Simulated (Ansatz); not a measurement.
BaHfO₃ (cubic perovskite) was relaxed and computed twice in Ansatz (plane waves, PAW), once with HSE06 and once with LDA.

```csv
,run 1,run 2
cell,"a = 4.121 Å, b = 4.121 Å, c = 4.121 Å, α = 90.00°, β = 90.00°, γ = 90.00°","a = b = c = 4.175 Å, α = β = γ = 90.00°"
gap (eV),3.57,5.18
B₀ by P(V) fit (GPa),182,170
```

**Question.** Which run used which functional?

**Answer.** Run 1 is LDA, run 2 is HSE06.

All cells were relaxed under the symmetry of their starts (and spin orders); stability against distortions was not tested throughout. Rows with no word on spin ran without spin polarisation. Scalar-relativistic: spin–orbit coupling is off unless named, which matters more the heavier the elements.

Potentials: the later of the program's two PAW sets.

Ansatz (a quantum-chemistry and plane-wave program) is a plane-wave DFT program.
